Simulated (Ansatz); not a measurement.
**TiTeSe, first-principles data**

TiTeSe:
```xyz
3
Lattice="3.5422 0.0000 0.0000 -1.7711 3.0676 0.0000 0.0000 0.0000 6.1843" Properties=species:S:1:pos:R:3 pbc="T T T"
Ti     0.0000     0.0000     6.0514
Te     1.7711     1.0225     1.6939
Se     0.0000     2.0451     4.6234
```

Space group P3m1 (No. 156); conventional cell a = b = 3.5422 Å, c = 6.1843 Å, α = β = 90.00°, γ = 120.00°.

Method: DFT-LDA in the program Ansatz with PAW potentials. Structure relaxed to zero pressure with the same functional. Other levels are named where they apply.

Cell and energy:

| Quantity | Result |
|---|---|
| Volume per atom | 22.40 Å³ |
| Density | 6.29 g/cm³ |
| Formation energy from the elements (no fitted shifts) | -0.95 eV/atom |

Electronic structure:

| Quantity | Result |
|---|---|
| Electronic character | metallic (no gap) |
| Density of states at the Fermi level | 0.42 states/eV per atom (mean over ±0.08 eV) |

Mechanics:

| Item | Result |
|---|---|
| Bulk modulus (Birch–Murnaghan fit) | 36.1 GPa |
| Pressure derivative B′ | 9.8 |

Phonons:

| Property | Result |
|---|---|
| Highest zone-centre frequency | 314 cm^-1 |
| Zone-centre stability | no imaginary mode at Γ |

The workflow started from a Materials Project entry (that database holds measured and hypothetical structures alike); the Crystallography Open Database copy checked does not list it. Whether it is the stable phase at ambient conditions was not checked. Symmetry was held in the LDA relaxation. No spin polarisation was allowed. A crystal of weakly bound layers computed without a dispersion correction: the cell and the soft elastic constants depend strongly on that. As this level gives no gap, phonon frequencies hold no LO–TO term and depend on the k-mesh and smearing (Fermi–Dirac, 0.1 eV here). The references are the lowest solids computed at this level, not always the standard phases. Spin–orbit coupling is left out wherever it is not named.

Potentials: the later of the program's two PAW sets.
